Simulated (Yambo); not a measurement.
TlBr (rock salt, space group Fm-3m, No. 225), G0W0@LDA in Yambo with this input:

```
rim_cut
gw0
dyson
el_el_corr
HF_and_locXC
ppa
em1d
RandQpts= 1000000
RandGvec= 1 Ry
EXXRLvcs= 62 Ry
VXCRLvcs= 248 Ry
Chimod= "HARTREE"
% BndsRnXp
 1 | 134 |
%
NGsBlkXp= 8 Ry
% LongDrXp
 1.0 | 1.0 | 1.0 |
%
PPAPntXp= 27.2114 eV
% GbndRnge
 1 | 134 |
%
GTermKind= "BG"
DysSolver= "n"
ExtendOut
```

On a 4×4×4 mesh, with wavefunctions cut at 62 Ry, the gap (L → L) is 3.431 eV and the valence edge shifts by -1.100 eV.

Question: What happens with this change: no terminator?

Answer: The gap falls by 0.058 eV, to 3.373 eV; the shift of the valence edge becomes -1.001 eV. Neither run is shown to be the converged limit.

The standard potential for Tl keeps a d shell in the valence without the s and p states of that shell. In tests on such compounds this moved G0W0 gaps by up to about 0.9 eV, so absolute quasiparticle energies here are unreliable; differences between settings are what counts.

Spin-orbit coupling is not included.

Geometry of the Materials Project entry, not relaxed at this level; primitive cell a = 4.726 Å, b = 4.726 Å, c = 4.726 Å, α = 60.00°, β = 60.00°, γ = 60.00°.

This is not the ordinary phase of the substance; no match was found in the copy of COD used, and its stability was not checked.

A shift is the quasiparticle energy of the state minus its LDA energy.
